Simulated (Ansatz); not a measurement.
**IrB under pressure: fit and missing row**

IrB, P-6m2, a = 3.019 Å, c = 2.696 Å. The structure is a Materials Project entry; whether it is the stable form wasn't checked. Ansatz: PBEsol, PAW, 420 eV, Γ-centred 15×15×16 mesh on 2 atoms, Gaussian smearing 0.10 eV; no spin polarisation. Cell and atoms are relaxed at each pressure, and no other structure is tried, so the rows at high pressure may lie past a change of phase.

```tsv
V (Å³/atom)	P (GPa)
?	60.06
9.837	30.05
10.198	14.94
10.390	7.96
10.540	3.00
10.637	-0.02
10.738	-3.00
```

Take V0 = 10.637 Å³/atom, count pressures from its P0 = -0.02 GPa, fit the third-order Birch–Murnaghan form to the other rows, and predict the missing volume.

With the Eulerian strain f = ½[(V0/V)^(2/3) − 1] and y = (P − P0)/[3f(1 + 2f)^(5/2)], the form is the line y = B0 + 1.5 B0 (B0′ − 4) f. Rows (f, y): 0.02675, 328.9; 0.01425, 326.2; 0.00789, 324.2; 0.00306, 324.0; -0.00314, 321.4. Means f = 0.009762, y = 324.94; Σ(Δf)² = 0.0005236, ΣΔfΔy = 0.1263; the slope is their ratio. y = 322.6 + 241.2 f GPa, so B0 = 322.6 GPa and B0′ = 4 + 2 × (241.2)/(3 × 322.6) = 4.50. P = 60.06 GPa is met at f = 0.04772 (y = 334.11), so V = V0 (1 + 2f)^(−3/2) = 9.278 Å³/atom. The run gave 9.275 Å³/atom, so the fit is 0.003 Å³/atom too high, a small miss on the scale of the series. The form still works here, 91 % of the fitted range beyond its end.

The mesh isn't the same in all rows (15×15×16, 18×18×16). Spin–orbit coupling is left out, which can shift energies with elements as heavy as these.